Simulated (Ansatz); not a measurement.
Simulated powder pattern, Cu Kα, λ = 1.54184 Å (kinematic, ideal powder, no thermal factors, no anomalous dispersion; the 30 strongest lines at most, above 1 %, up to 2θ = 90°):

```json
[
 {"2θ (°)": "23.16", "I/Imax (%)": "100"},
 {"2θ (°)": "26.81", "I/Imax (%)": "5.4"},
 {"2θ (°)": "38.28", "I/Imax (%)": "78"},
 {"2θ (°)": "45.22", "I/Imax (%)": "52"},
 {"2θ (°)": "47.35", "I/Imax (%)": "1.8"},
 {"2θ (°)": "55.25", "I/Imax (%)": "14"},
 {"2θ (°)": "60.70", "I/Imax (%)": "22"},
 {"2θ (°)": "62.45", "I/Imax (%)": "2.4"},
 {"2θ (°)": "69.20", "I/Imax (%)": "28"},
 {"2θ (°)": "74.07", "I/Imax (%)": "16"},
 {"2θ (°)": "81.95", "I/Imax (%)": "9.0"},
 {"2θ (°)": "86.59", "I/Imax (%)": "17"},
 {"2θ (°)": "88.13", "I/Imax (%)": "1.3"}
]
```

The pattern belongs to a structure relaxed with PBE (plane waves, PAW; program Ansatz).

### Question
Which of these materials gives this?
A. CuCl, zinc blende
B. Cu2Te, P-3m1 (Te on 1a, Cu on 2d)
C. HgTe, zinc blende
D. TePb, rock salt

### Answer
C, HgTe, zinc blende

### Question
Give the lattice parameters.

### Answer
a = 6.651 Å.

Space group F-43m (zinc blende). The cell was relaxed with PBE under the symmetry of its start. Scalar-relativistic: spin–orbit coupling is off unless named, which matters more the heavier the elements.

Potentials: the later of the program's two PAW sets.
